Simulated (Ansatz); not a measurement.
Al$_{3}$GaN$_{4}$:
```yaml
crystal:
  lattice:
    - [3.12493, 0.00000, 0.00000]
    - [-1.56247, 2.70627, 0.00000]
    - [0.00000, 0.00000, 10.07324]
  atoms:
    - { symbol: Ga, position: [0.33333, 0.66667, 0.00559] }
    - { symbol: N, position: [0.33333, 0.66667, 0.20072] }
    - { symbol: Al, position: [0.66667, 0.33333, 0.25808] }
    - { symbol: N, position: [0.66667, 0.33333, 0.44644] }
    - { symbol: Al, position: [0.33333, 0.66667, 0.50485] }
    - { symbol: N, position: [0.33333, 0.66667, 0.69311] }
    - { symbol: Al, position: [0.66667, 0.33333, 0.75126] }
    - { symbol: N, position: [0.66667, 0.33333, 0.93949] }
```

Relaxed with r²SCAN.

**Question.** Map the valence electron density (e/Å³), cut off at 1 on the plane through (0.333, 0.667, 0.006) spanned by u = [0, 0, 1] and v = [1, -1, 0] in lattice vectors, from the program Ansatz at the r²SCAN level (PAW).

**Answer.** x is the fraction of u, y of v (the angle between them is 90°; rows are the nearest grid lines); atoms in the plane: Ga at (0.00, 0.00), N at (0.20, 0.00), Al at (0.25, 0.33), N at (0.44, 0.33), Al at (0.50, 0.00), N at (0.69, 0.00), Al at (0.75, 0.33), N at (0.93, 0.33).
```
|@@@%#@@@@@@#:.       .-%@@@@@@+:   :#@@@|
|@@@#*@@@@@@*:.       .-#@@@@@@+.   :*@@@|
|@@@++%@@@@@+:    .   .:+@@@@@@=.   .=@@@|
|+=:..:=*#*=:.    ...  .:-+##*-:    ..-=+|
|::....:---:.      ..   ..:---:.     ..::|
|.     .....              .....       ...|
|                                        |
|                                        |
|                                        |
|                                        |
|.               ....               .....|
|:.      ...   ..:---.     ...    ..:--::|
|-.     ....  .:-+##*:.    ...   .:-+##+-|
|+:.    ..   ..-+@@@@-.    ..   .:-*@@@@+|
|%-.    .    .:+@@@@@=.    .    .-*@@@@@%|
|@=.          -#@@@@@*:         .=@@@@@@@|
|@=.          -*@@@@@+:         .=%@@@@@@|
|%-.   ...   .:+@@@@@=:   ...   .-*@@@@@%|
|*-.  ..:::...:-*@@@@-.  .::::...:-#@@@@*|
|+-:...-=++-:..:-+%@%-...:-=+=-:..:-*%@%+|
|#+-::-+%@%+-...:-=+=:..:-*%@#+:...:-+*##|
|@@@++%@@@@@+:.  ...  .-+@@@@@@=.   :=@@@|
|@@@#*@@@@@@*:.       .-#@@@@@@+.   :*@@@|
|@@@%#@@@@@@#:.       .-%@@@@@@+:   :#@@@|
```
Scale: ten equal steps from 0.036 (start of ' ') to 1.00 (end of '@'), in the order ' .:-=+*#%@'; x runs from 0.000 to 1.00, y from 0.000 (bottom) to 1.00 (top).

The density is the valence pseudo-density with augmentation charge, so density and ELF within about 1 Å of a nucleus are not all-electron values.

Space group P3m1. The start of the workflow was typed in or built on a structure type; neither database checked (COD, Materials Project) lists it. Whether it is the stable phase at ambient conditions was not checked. Symmetry was held in the r²SCAN relaxation; whether a distortion lowers the energy is not shown.

Potentials: the earlier of the program's two PAW sets.
